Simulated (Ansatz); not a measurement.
The relaxed structure here is a generated cell of BP: the first start was made by a random draw of sites in a space group, and the end was not matched to a known phase here, so it may be hypothetical. Known forms of BP include space group No. 216.

The end point of a relaxation of BP. Space group R32 (No. 155). Level of theory: r2SCAN (plane waves to 500 eV, PAW, scalar-relativistic; Ansatz, a program for electronic structure).

```xyz
8
Lattice="3.5632 2.0572 3.2902 -3.5632 2.0572 3.2902 0.0000 -4.1145 3.2902" Properties=species:S:1:pos:R:3 pbc="T T T"
B      0.0000     0.0000     4.9353
B     -1.6371     0.0000     4.9353
B      0.8185    -1.4178     4.9353
B      0.8185     1.4178     4.9353
P      1.4604     2.0572     3.2902
P     -2.5118     0.2361     3.2902
P      1.0514    -2.2934     3.2902
P      0.0000     0.0000     0.0000
```

```yaml
volume_per_atom: 18.09 Å³
band_gap: no gap (metallic)
shortest_distances: B–B 1.64 Å; B–P 1.88 Å; P–P 2.10 Å
k-mesh: 9×9×9
```

Band energies at high-symmetry points (eV from the Fermi level; labels of this space group; no spin-orbit coupling), from −5 eV up to 3.9 eV:

```csv
point,energies
Γ,-4.19 -4.19 -2.24 -1.80 -1.80 -0.59 1.83 1.83 2.39 2.47 2.85
T,-4.53 -4.53 -3.05 -3.05 -1.38 -1.38 -1.38 0.02 0.10 1.21 1.21 1.47
H2,-4.62 -4.56 -3.20 -3.18 -1.67 -1.42 -1.09 0.03 0.25 1.07 1.34 1.67
H0,-4.62 -4.56 -3.20 -3.18 -1.67 -1.42 -1.09 0.03 0.25 1.07 1.34 1.67
L,-4.29 -3.62 -1.67 -1.43 -1.24 -0.95 -0.03 0.65 2.24 2.39 3.41
S0,-4.26 -4.24 -1.79 -1.16 -0.97 0.04 0.30 1.45 2.34 2.83 3.08 3.28
S2,-4.26 -4.24 -1.79 -1.16 -0.97 0.04 0.30 1.45 2.34 2.83 3.08 3.28
F,-4.28 -4.25 -1.80 -1.14 -0.94 0.05 0.33 1.44 2.35 2.83 3.13 3.29
```

No spin polarisation in the result.

The run could not lose the symmetry of its start: the end is stationary, and may be a saddle point rather than a minimum.
